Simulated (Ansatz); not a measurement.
Here is the system:

Si3N4:
Space group Fd-3m, origin choice 1 (No. 227); a = 7.7433 Å, b = 7.7433 Å, c = 7.7433 Å, α = 90.00°, β = 90.00°, γ = 90.00°

| atom | site | symmetry | x | y | z |
|---|---|---|---|---|---|
| Si | 16c | .-3m | 0.1250 | 0.1250 | 0.1250 |
| Si | 8b | -43m | 0.5000 | 0.5000 | 0.5000 |
| N | 32e | .3m | 0.3675 | 0.3675 | 0.3675 |
(The calculation used a cell of 14 atoms; values per cell refer to that cell.)

This is the PBEsol-relaxed structure.

### Question
All from PBEsol (plane waves, PAW; program Ansatz), unless another level is named. Estimate the HSE06 gap on the PBEsol cell.

### Answer
4.73 eV.

### Question
Give the electron effective mass, band 2 of 3 at the edge.

### Answer
0.33 along [100], 0.38 along [110], 0.36 along [111] (mₑ).

### Question
Predict the conduction-band minimum.

### Answer
at Γ.

### Question
What about the valence-band maximum?

### Answer
on the K–Γ line, 56 % of the way from K.

The cell was relaxed with PBEsol under the symmetry of its start; phonons on a q-mesh show no instability.

Potentials: the earlier of the program's two PAW sets.
